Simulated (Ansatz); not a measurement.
A relaxed cell of AlIn2As2P is given with its symmetry left out. The cell was found from a structure generator's guess, not taken from experiment.

The calculation used Ansatz 0.2.0, DFT PBE, scalar-relativistic, plane waves, PAW. Cutoff 420 eV, Γ-centred mesh, Gaussian smearing, no spin polarisation.

```xyz
6
Lattice="5.2737 0.0000 0.0000 -2.6368 4.5671 0.0000 0.0000 0.0000 9.3661" Properties=species:S:1:pos:R:3 pbc="T T T"
Al    0.0000    0.0000    4.6830
In    0.0000    3.0447    4.6830
In    2.6368    1.5224    4.6830
P     0.0000    0.0000    0.0000
As    0.0000    0.0000    2.1769
As    0.0000    0.0000    7.1892
```

The zero of energy is the elements' standard structures at the same level; no fitted shifts are applied. The references include black phosphorus.

Question: Find its symmetry and describe it.

Answer: P6/mmm (No. 191). Conventional cell: a = 5.274 Å, c = 9.366 Å. Al has 2 As at 2.51 Å and 6 In at 3.04 Å; In is surrounded by 3 Al at 3.04 Å, 3 In at 3.04 Å and 6 As at 3.94 Å; around P lie 2 As at 2.18 Å; As is surrounded by 1 P at 2.18 Å, 1 Al at 2.51 Å and 6 In at 3.94 Å.

Question: How far does it lie from the elements in energy?

Answer: +0.59 eV/atom. It can't be a ground state, since the elements alone are lower.

Question: Is it a metal?

Answer: Yes, bands cross the Fermi level on the 12×12×4 mesh.

The last run used a 12×12×4 mesh (in the run's order of axes) for its 6-atom cell and Gaussian smearing of 0.10 eV. The reference forms of As and P are held partly by dispersion forces, which this level lacks. A structure relaxed within its symmetry needn't be a true minimum. Another cell of AlIn2As2P relaxed alike, in P4/mmm, lies 0.34 eV/atom lower, so this cell isn't the stable form at this level.
